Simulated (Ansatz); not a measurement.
Bi2TeO4: rattling a relaxed structure

The cell was found from a structure generator's guess, not taken from experiment.

Level of theory: DFT PBE, scalar-relativistic, plane waves, PAW in Ansatz 0.2.0. Plane waves to 420 eV, a k mesh through Γ of 10×10×10 on the computed 7-atom cell and Gaussian smearing (0.10 eV); no spin polarisation.

The cell below (7 atoms, space group I4/mmm (No. 139)) is relaxed within its symmetry.

```cif
data_structure
_symmetry_space_group_name_H-M 'P 1'
_symmetry_Int_Tables_number 1
_cell_length_a 6.9548
_cell_length_b 6.9548
_cell_length_c 6.9548
_cell_angle_alpha 144.324
_cell_angle_beta 144.324
_cell_angle_gamma 51.343
_cell_volume 113.80
loop_
_atom_site_label
_atom_site_type_symbol
_atom_site_fract_x
_atom_site_fract_y
_atom_site_fract_z
_atom_site_occupancy
Bi1 Bi 0.33762 0.33762 0.00000 1
Bi2 Bi 0.66238 0.66238 0.00000 1
Te1 Te 0.00000 0.00000 0.00000 1
O1 O 0.50000 0.00000 0.50000 1
O2 O 0.00000 0.50000 0.50000 1
O3 O 0.75000 0.25000 0.50000 1
O4 O 0.25000 0.75000 0.50000 1
```

For the test it was strained at random (σ = 1.5 % a component), the atoms were moved at random (σ = 0.05 Å), and all was relaxed again on a coarse 6×6×6 mesh (in the run’s order of axes) with 0.20 eV smearing, with no symmetry imposed.

Weakly bound directions are ill-defined at this level, which has no dispersion term. Spin–orbit coupling, which can matter for Bi and Te, is left out.

Question: Does it come back?

Answer: It doesn't return. The energy falls by 61 meV/atom on that mesh, the volume changes by 11.3 %, and the end has space group Fmm2 (No. 42) at a loose tolerance. Relaxed again on an 8×8×8 mesh with 0.01 eV smearing, the new structure lies 59 meV/atom below the first (mesh in the axes of the run's cell; the cell below is made exact in the group named). Space group Fmm2 (No. 42), orthorhombic, a = 6.120 Å, b = 12.811 Å, c = 6.464 Å. Bi has 2 O at 2.23 Å, 2 O at 2.60 Å and 2 O at 2.74 Å; around Te lie 2 O at 1.97 Å and 2 O at 2.54 Å; O on a site of symmetry m has 1 Te at 1.97 Å; O on a site of symmetry 2 has 2 Bi at 2.23 Å.

Space group Fmm2 (No. 42). a = 6.120 Å, b = 12.811 Å, c = 6.464 Å, α = 90.00°, β = 90.00°, γ = 90.00°
```
atom  site  symmetry       x       y       z
  Bi    8c       m.. 0.5000  0.1660  0.9037
  Te    4a       mm2  0.5000  0.0000  0.5412
   O    8d       .m. 0.7408  0.0000  0.8610
   O    8b       ..2  0.2500  0.2500  0.7144
```
